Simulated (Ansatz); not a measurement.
BeS:
```cif
data_Be3S3
_chemical_formula_sum 'Be3 S3'
_space_group_name_H-M_alt 'P6422'
_space_group_IT_number 181
_space_group_name_Hall 'P 64 2 (0 0 2)'
_cell_length_a 3.43704
_cell_length_b 3.43704
_cell_length_c 7.80495
_cell_angle_alpha 90.000
_cell_angle_beta 90.000
_cell_angle_gamma 120.000
loop_
_atom_site_label
_atom_site_type_symbol
_atom_site_symmetry_multiplicity
_atom_site_Wyckoff_symbol
_atom_site_fract_x
_atom_site_fract_y
_atom_site_fract_z
_atom_site_occupancy
Be1 Be 3 c 0.50000 0.00000 0.00000 1
S1 S 3 d 0.50000 0.00000 0.50000 1
```

Relaxed with r²SCAN+D4.

Problem. Tabulate the valence density and the electron localisation function along the shortest Be–S contact (2.16 Å), r²SCAN+D4 (plane waves, PAW; program Ansatz).

Solution. 

```tsv
distance from Be (Å)	density (e/Å³)	ELF
0.22	0.08	0.00
0.32	0.13	0.02
0.43	0.19	0.12
0.54	0.25	0.41
0.65	0.30	0.70
0.75	0.36	0.84
0.86	0.43	0.89
0.97	0.51	0.91
1.08	0.62	0.92
1.19	0.77	0.93
1.29	0.95	0.93
1.40	1.13	0.91
1.51	1.25	0.87
1.62	1.24	0.78
1.72	1.06	0.56
1.83	0.74	0.24
1.94	0.36	0.04
```

The density is the valence pseudo-density with augmentation charge, so density and ELF within about 1 Å of a nucleus are not all-electron values.

Space group P6_422. The start of the workflow was typed in or built on a structure type; neither database checked (COD, Materials Project) lists it. COD files the formula under space group No. 216, so this cell is another polymorph or a model. Whether it is the stable phase at ambient conditions was not checked. The r²SCAN+D4 relaxation kept the symmetry of its start; whether a distortion lowers the energy is not shown.

Potentials: the later of the program's two PAW sets.
